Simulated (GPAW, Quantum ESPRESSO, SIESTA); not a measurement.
HPbNO4: 3 runs at one level of theory

```
H Pb N O
1.0
     4.19923    0.11117    0.16817
     1.91600    3.89132    0.12568
     1.76085    1.25259    6.37266
H Pb N O
1 1 1 4
Direct
  0.89145 0.68202 0.62796
  0.14426 0.92872 0.88352
  0.25670 0.28861 0.30171
  0.83108 0.65056 0.78405
  0.38694 0.22380 0.11295
  0.31104 0.03576 0.45856
  0.07726 0.60633 0.32275
```

The cell comes from a database or a generator and needn't be the stable form of this composition.

Alike in all runs: task band structure; functional PBE; k mesh 7 × 7 × 5; occupations fermi-dirac, width 0.05 eV; no spin polarisation; no spin-orbit coupling. Pressure is positive in compression and, in plane waves, holds the error of the finite cutoff. Gaps are the smaller of the mesh's and the band path's.

```json
{"program and potentials": "SIESTA, files PseudoDojo sr-pbe-0.4.1-standard, DZP (energy shift 0.003 Ry; two zetas on semicore shells)", "plane-wave cutoff (eV)": "-", "notes": "atomic basis", "band gap (eV)": "2.81", "pressure (GPa)": "2.61", "largest force (eV/Å)": "1.327"}
{"program and potentials": "Quantum ESPRESSO, SSSP 1.3 efficiency PBE", "plane-wave cutoff (eV)": "816", "notes": "-", "band gap (eV)": "2.80", "pressure (GPa)": "-0.22", "largest force (eV/Å)": "-"}
{"program and potentials": "GPAW, GPAW PAW data sets (gpaw-data 1.2.1)", "plane-wave cutoff (eV)": "800", "notes": "-", "band gap (eV)": "2.81", "pressure (GPa)": "-0.27", "largest force (eV/Å)": "0.094"}
```

Force on atom 7 (O), eV/Å:

```json
{"program and potentials": "SIESTA, files PseudoDojo sr-pbe-0.4.1-standard, DZP (energy shift 0.003 Ry; two zetas on semicore shells)", "x": "-0.115", "y": "1.311", "z": "0.170"}
{"program and potentials": "Quantum ESPRESSO, SSSP 1.3 efficiency PBE", "x": "-0.002", "y": "0.033", "z": "0.005"}
{"program and potentials": "GPAW, GPAW PAW data sets (gpaw-data 1.2.1)", "x": "0.000", "y": "0.008", "z": "-0.002"}
```

The band gap spans 2.80 (Quantum ESPRESSO, SSSP 1.3 efficiency PBE) to 2.81 eV (SIESTA, files PseudoDojo sr-pbe-0.4.1-standard, DZP (energy shift 0.003 Ry; two zetas on semicore shells)). The pressure spans -0.27 (GPAW, GPAW PAW data sets (gpaw-data 1.2.1)) to 2.61 GPa (SIESTA, files PseudoDojo sr-pbe-0.4.1-standard, DZP (energy shift 0.003 Ry; two zetas on semicore shells)). Spin-orbit coupling, left out here, moves the band edges of heavy atoms. The paths' points differ, which is worth about 0.01 eV. Rows in atomic bases carry the error of their basis and grid, which can be large.

The functional is the same throughout but for its coding, so the spread measures potentials, basis and numerics; runs on potential files found faulty are left out.
